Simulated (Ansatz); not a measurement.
## What internal relaxation does to the elastic constants of Ti$_{2}$C

Theory: DFT PBEsol, scalar-relativistic, plane waves, PAW (Ansatz). Settings: 420 eV plane-wave cutoff, Γ-centred 8×8×8 mesh, Fermi-Dirac smearing of 0.15 eV. No spin polarisation.

The cell, relaxed at this level:
```
CELL_PARAMETERS angstrom
0.00000 4.27315 4.27315
4.27315 0.00000 4.27315
4.27315 4.27315 0.00000
ATOMIC_POSITIONS crystal
Ti 0.85847 0.38051 0.38051
Ti 0.38051 0.38051 0.38051
Ti 0.38051 0.38051 0.85847
Ti 0.86949 0.39153 0.86949
Ti 0.86949 0.86949 0.86949
Ti 0.39153 0.86949 0.86949
Ti 0.86949 0.86949 0.39153
Ti 0.38051 0.85847 0.38051
C 0.62500 0.62500 0.62500
C 0.12500 0.62500 0.62500
C 0.62500 0.62500 0.12500
C 0.62500 0.12500 0.62500
```

In a metal, frequencies and elastic constants depend on the k mesh and the smearing, soft modes and shear constants most.

Clamped-ion constants (GPa, Voigt order; atoms follow the strain homogeneously):
C11 = 384.8, C12 = 97.4, C13 = 97.4, C22 = 384.8, C23 = 97.4, C33 = 384.8, C44 = 125.9, C55 = 125.9, C66 = 125.9 GPa; the others vanish.

**Question.** What are the constants once the atoms relax in each strained cell?

**Answer.**
```
205.4 117.2 117.2   0.0   0.0   0.0
117.2 205.4 117.2   0.0   0.0   0.0
117.2 117.2 205.4   0.0   0.0   0.0
  0.0   0.0   0.0 116.8   0.0   0.0
  0.0   0.0   0.0   0.0 116.8   0.0
  0.0   0.0   0.0   0.0   0.0 116.8
```
The Voigt shear modulus goes from 133.0 to 87.7 GPa and the Voigt bulk modulus from 193.2 to 146.6 GPa. Relaxation subtracts ΛᵀK⁻¹Λ/V, with Λ the forces that a strain puts on the atoms and K the zone-centre force constants. At a stable cell this can only lower the diagonal constants, and it acts only for strains that share their symmetry with an optical mode; elsewhere, and where the coupling is weak, the constants hardly move.

Cost: 2 runs of about 18 core-minutes in all, on AMD EPYC 9R45 (Zen 5), Intel Xeon Platinum 8488C (Sapphire Rapids) (shared hosts).